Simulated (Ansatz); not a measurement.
Te$_{2}$W (fluorite or antifluorite type, Fm-3m) at seven volumes, PBE (plane waves, PAW; program Ansatz), scaled uniformly. One row is withheld.

```tsv
V (Å³/atom)	P (GPa)
22.379	11.54
23.117	?
23.855	3.24
24.593	-0.01
25.330	-2.78
26.068	-5.11
26.806	-7.05
```

Task: Fit the shown pressures and predict the withheld one.

Result: P = (3/2)B₀(x^(7/2) − x^(5/2))[1 + (3/4)(B′ − 4)(x − 1)] with x = (V₀/V)^(2/3). Least squares on the six rows gives V₀ = 24.589 Å³/atom, B₀ = 99.3 GPa, B′ = 4.47. At V = 23.117, x = 1.0420 and P = 7.04 GPa. The run itself gave 7.06 GPa.

The cell is a constructed one: a structure type filled with these elements; neither database checked (COD, Materials Project) lists it. COD files the formula under space group No. 31, so this cell is another polymorph or a model. Whether it is the stable phase at ambient conditions was not checked. The cell was relaxed with PBE under the symmetry of its start; its stability against distortions is not shown here. The run is not spin-polarised. Scalar-relativistic: spin–orbit coupling is off unless named, which matters more the heavier the elements.

Potentials: the later of the program's two PAW sets.
